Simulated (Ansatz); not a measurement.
Starting structure of a cell relaxation (symmetry kept):

```yaml
crystal:
  lattice:
    - [4.25751, 0.00000, 0.00000]
    - [-2.12876, 3.68712, 0.00000]
    - [0.00000, 0.00000, 9.06350]
  atoms:
    - { symbol: Sr, position: [0.00000, 0.00000, 0.50000] }
    - { symbol: Sr, position: [0.00000, 0.00000, 0.00000] }
    - { symbol: As, position: [0.33333, 0.66667, 0.75000] }
    - { symbol: As, position: [0.66667, 0.33333, 0.25000] }
    - { symbol: Pt, position: [0.33333, 0.66667, 0.25000] }
    - { symbol: Pt, position: [0.66667, 0.33333, 0.75000] }
```

All numbers below come from DFT r2SCAN, scalar-relativistic, plane waves, PAW in Ansatz 0.2.0.

Settings: cutoff 500 eV, Γ-centred mesh 12×12×4 on the computed 6-atom cell, Gaussian smearing of 0.10 eV; no spin polarisation.

Q: What does it relax to?

A: The volume goes down by 0.04 Å³/atom to 23.67 Å³/atom, and the energy changes by under 0.1 meV/atom. Final structure:
Space group P6_3/mmc (No. 194). a = 4.261 Å, b = 4.261 Å, c = 9.033 Å, α = 90.00°, β = 90.00°, γ = 120.00°
```
atom site symmetry x y z
  Sr    2a      -3m.  0.0000  0.0000  0.5000
  As    2d      -6m2  0.3333  0.6667  0.7500
  Pt    2c      -6m2  0.3333  0.6667  0.2500
```

Course of the relaxation (steps run on the plane waves of an earlier cell, and the basis is chosen afresh near the end, so energy and pressure can step there; trial steps that raised the energy were taken back; energies are free energies):

```
step E − E_final (meV/atom) P (GPa) V (Å³/atom)
   1                     0.1    -0.04        23.71
   2                     0.0     0.05        23.65
   3                     0.0    -0.01        23.67
   4                     0.0    -0.01        23.67
```

Spin–orbit coupling is left out, which can shift energies with elements as heavy as these.

Cost: 1 run of about 2.3 core-minutes, on Oxide Virtual Turin-like Processor (Zen 5) (shared hosts).